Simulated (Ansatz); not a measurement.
The calculation used Ansatz, DFT PBE, scalar-relativistic, plane waves, PAW. Settings: cutoff 420 eV, Γ-centred meshes spaced at most about 0.3 Å⁻¹, and about 0.25 Å⁻¹ or finer for metals (2π included), Gaussian smearing. Collinear spin in cells that started with moments and kept them past the coarse steps, no spin elsewhere.

All energies are static (0 K, no zero-point motion).

Compare these two cells of TiSn₅, each relaxed at this level.

A. (no spin)

```cif
data_structure
_symmetry_space_group_name_H-M 'P4/mmm'
_symmetry_Int_Tables_number 123
_cell_length_a 5.3007
_cell_length_b 5.3007
_cell_length_c 10.5215
_cell_angle_alpha 90.000
_cell_angle_beta 90.000
_cell_angle_gamma 90.000
_cell_volume 295.62
loop_
_atom_site_label
_atom_site_type_symbol
_atom_site_symmetry_multiplicity
_atom_site_Wyckoff_symbol
_atom_site_fract_x
_atom_site_fract_y
_atom_site_fract_z
_atom_site_occupancy
Ti1 Ti 1 c 0.50000 0.50000 0.00000 1
Sn1 Sn 2 f 0.50000 0.00000 0.00000 1
Sn2 Sn 2 h 0.50000 0.50000 0.24467 1
Sn3 Sn 1 d 0.50000 0.50000 0.50000 1
```

B. (site moments Ti 1.1 μB)

```cif
data_structure
_symmetry_space_group_name_H-M 'R-3m:H'
_symmetry_Int_Tables_number 166
_cell_length_a 5.5188
_cell_length_b 5.5188
_cell_length_c 18.0022
_cell_angle_alpha 90.000
_cell_angle_beta 90.000
_cell_angle_gamma 120.000
_cell_volume 474.84
loop_
_atom_site_label
_atom_site_type_symbol
_atom_site_symmetry_multiplicity
_atom_site_Wyckoff_symbol
_atom_site_fract_x
_atom_site_fract_y
_atom_site_fract_z
_atom_site_occupancy
Ti1 Ti 3 a 0.00000 0.00000 0.00000 1
Sn1 Sn 6 c 0.00000 0.00000 0.67344 1
Sn2 Sn 6 c 0.00000 0.00000 0.84178 1
Sn3 Sn 3 b 0.66667 0.33333 0.83333 1
```

Task: Which would you expect to be lower, and how large is the difference?

Result: B is lower, by 0.37 eV/atom. A has space group P4/mmm (No. 123), 49.3 Å³/atom and no gap on its mesh; B has space group R-3m (No. 166), 26.4 Å³/atom and no gap. Counting all near atoms (those within 1.25 times the shortest distance at each site; a plus sign parts nearer from farther groups), A has Ti 6, Sn 2 and B has Ti 2+6, Sn 8. Their magnetic states differ too, which can make part of the margin. The denser one is the lower, and pressure would at first widen the difference. Even the lower one lies +0.18 eV/atom against the reference forms of the elements (uncorrected), so neither is stable at this level. Both come from invented guesses.

Another magnetic order may lie lower. Cells relaxed within their symmetry can be saddle points.
